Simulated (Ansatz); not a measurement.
Data:

Ca (fcc (Cu type), Fm-3m), a = b = c = 5.5256 Å, α = β = γ = 90.00°; the cell used has 1 atom.

This is the PBE-relaxed structure.

**Question.** All from PBE in the plane-wave PAW code Ansatz, unless another level is named. Give the Debye temperature from the elastic constants.

**Answer.** 225 K.

**Question.** And the elastic constants (relaxed ions, GPa)?

**Answer.** C11 = 22.2, C12 = 15.1, C44 = 15.7.

The cell was relaxed with PBE under the symmetry of its start. As this level gives no gap, shear constants depend on the k-mesh and smearing (Fermi–Dirac, 0.1 eV here).

Potentials: the earlier of the program's two PAW sets.
